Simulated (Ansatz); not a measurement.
BaSi2:
```yaml
crystal:
  lattice:
    - [0.00000, 3.61951, 3.61951]
    - [3.61951, 0.00000, 3.61951]
    - [3.61951, 3.61951, 0.00000]
  atoms:
    - { symbol: Ba, position: [0.00000, 0.00000, 0.00000] }
    - { symbol: Si, position: [0.25000, 0.25000, 0.25000] }
    - { symbol: Si, position: [0.75000, 0.75000, 0.75000] }
```

Relaxed with HSE06. Special points in fractions of this cell's reciprocal vectors: Γ (0.000, 0.000, 0.000); X (0.500, 0.000, 0.500); U (0.625, 0.250, 0.625); K (0.375, 0.375, 0.750); L (0.500, 0.500, 0.500); W (0.500, 0.250, 0.750).

Task: List the band energies nearest the Fermi level at these points for DFT-HSE06 in the program Ansatz with PAW potentials.

Result: In eV from the Fermi level; about four levels below and three above (degenerate sets whole), none deeper than 8.9 eV; points with the same levels are listed once.

```csv
k,below,above
Γ,-5.71 -2.21 -2.21 -2.21,2.36 2.36 2.36
X,-6.87 -3.21 -0.87 -0.87,1.64 1.64 3.16
U,-6.96 -2.72 -1.27 -0.77,0.65 1.83 2.90
L,-8.02 -6.71 -1.39 -1.39,0.15 0.35 0.73 0.73
W,-7.09 -7.09 -2.33 -2.20,0.15 0.15 1.76
```

Space group Fm-3m (fluorite). A made-up cell: these elements were put on the sites of a structure type; neither database checked (COD, Materials Project) lists it. COD files the formula under space group No. 62, 191. Whether it is the stable phase at ambient conditions was not checked. The HSE06 relaxation kept the symmetry of its start; its stability against distortions is not shown here. The hybrid run found no gap, on a coarse k-mesh. Spin–orbit coupling is left out wherever it is not named.

Potentials: the later of the program's two PAW sets.
